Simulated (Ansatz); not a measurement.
Suppose Si4Ru takes space group P4/mmm (No. 123), with Si on 2h and 2g; Ru on 1d.

Method: Ansatz 0.2.0, DFT PBE, scalar-relativistic, plane waves, PAW. Cutoff 420 eV, Γ-centred mesh, Gaussian smearing, no spin polarisation.

The zero of energy is the elements' standard structures at the same level; no fitted shifts are applied.

Problem. Predict the relaxed structure.

Solution.

Space group P4/mmm (No. 123). a = 3.014 Å, b = 3.014 Å, c = 8.165 Å, α = 90.00°, β = 90.00°, γ = 90.00°
```
atom  site  symmetry       x       y       z
  Si    2h       4mm  0.5000  0.5000  0.8459
  Si    2g       4mm  0.0000  0.0000  0.3219
  Ru    1d     4/mmm  0.5000  0.5000  0.5000
```

Si on its first site has 5 Si at 2.52–2.53 Å, 1 Ru at 2.82 Å and 4 Si at 3.01 Å; Si on its second site is surrounded by 4 Si at 2.53 Å, 4 Ru at 2.58 Å and 5 Si at 2.91–3.01 Å; around Ru lie 8 Si at 2.58 Å, 2 Si at 2.82 Å and 4 Ru at 3.01 Å. Another local minimum with the same sites may exist.

Problem. And its energy and gap?

Solution. The energy over the elements is +0.10 eV/atom. The gap on the 12×12×6 mesh of the 5-atom cell is 0 eV (a metal). It can't be a ground state, since the elements alone are lower.

The last run used Gaussian smearing of 0.10 eV. A later test with randomly moved atoms came back to the same energy, though modes that don't fit the test's cell weren't probed. Another cell of Si4Ru relaxed alike, in P4/mmm, lies 0.30 eV/atom lower, so this cell isn't the stable form at this level.
